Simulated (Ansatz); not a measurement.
BAs:
```
CELL_PARAMETERS angstrom
      5.83712     0.00000     0.00000
      0.00000     5.83712     0.00000
      0.00000     0.00000     3.36198
ATOMIC_POSITIONS crystal
  B  0.32271 0.67729 0.00000
  B  0.67729 0.32271 0.00000
  B  0.82271 0.82271 0.50000
  B  0.17729 0.17729 0.50000
  As 0.31841 0.31841 0.00000
  As 0.68159 0.68159 0.00000
  As 0.18159 0.81841 0.50000
  As 0.81841 0.18159 0.50000
```

Relaxed with PBEsol. Special points in fractions of this cell's reciprocal vectors: Γ (0.000, 0.000, 0.000); X (0.000, 0.500, 0.000); M (0.500, 0.500, 0.000); Z (0.000, 0.000, 0.500); R (0.000, 0.500, 0.500); A (0.500, 0.500, 0.500).

### Question
List the band energies nearest the valence-band maximum at these points for plane-wave PAW PBEsol (Ansatz code).

### Answer
In eV from the valence-band maximum; about four levels below and three above (degenerate sets whole), none deeper than 8.9 eV; points with the same levels are listed once.

```json
[
 {"k": "Γ", "below": "-0.71 -0.29 0.00 0.00", "above": "1.08 2.23 2.34 2.34"},
 {"k": "X", "below": "-1.72 -1.72 -1.34 -1.34", "above": "1.95 1.95 3.04 3.04"},
 {"k": "M", "below": "-2.61 -2.61 -2.23 -2.23", "above": "2.34 2.34 2.66 2.66"},
 {"k": "Z", "below": "-3.56 -3.56 -3.56 -3.56", "above": "1.69 1.69 4.82 4.82"},
 {"k": "R", "below": "-3.34 -3.34 -2.07 -2.07", "above": "1.44 1.44 3.63 3.63"},
 {"k": "A", "below": "-2.85 -2.85 -2.76 -2.76", "above": "1.09 1.09 2.03 2.03"}
]
```

Space group P4_2/mnm. The start of the workflow was typed in or built on a structure type; neither database checked (COD, Materials Project) lists it. It is not the phase usual at ambient conditions (space group No. 216). The cell was relaxed with PBEsol under the symmetry of its start; phonons on a q-mesh show no instability. Spin–orbit coupling is left out wherever it is not named.

Potentials: the later of the program's two PAW sets.
